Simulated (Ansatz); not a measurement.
The end point of a relaxation of SnO. All values below come from PBEsol (plane waves to 420 eV, PAW, scalar-relativistic; Ansatz, a program for electronic structure).

```
CELL_PARAMETERS angstrom
      3.80348     0.00000     0.00000
      0.00000     3.80348     0.00000
      0.00000     0.00000     4.74600
ATOMIC_POSITIONS crystal
  Sn 0.00000 0.50000 0.25719
  Sn 0.50000 0.00000 0.74281
  O  0.00000 0.00000 0.50000
  O  0.50000 0.50000 0.50000
```

Q: Determine the symmetry and give the standard cell with its independent sites.

A: Space group P4/nmm, origin choice 1 (No. 129); a = b = 3.803 Å, c = 4.746 Å, α = β = γ = 90.00°

```csv
atom,site,symmetry,x,y,z
Sn,2c,4mm,0.0000,0.5000,0.2572
O,2b,-4m2,0.5000,0.5000,0.5000
```

This is the AFLOW prototype AB_tP4_129_a_c (B10, as in PbO).

Q: Give the shortest distances between elements (the closest pairs, up to four, under 3.6 Å).

A: O–Sn 2.22 Å; O–O 2.69 Å; Sn–Sn 3.54 Å.

The volume per atom is 17.16 Å³ and the density is 6.52 g/cm³. The band gap is no gap on the sampled points, where the bands overlap only slightly; such a result is sensitive to mesh and level.

No spin polarisation in the result.

It was reached from a disturbed copy of a P6₃/mmc (No. 194) cell, against which it lies -0.49 eV/atom.

The first start was generated by placing the elements on the sites of a structure type. A measured structure of SnO has the same space group, P4/nmm (No. 129); the sites were not compared with it.
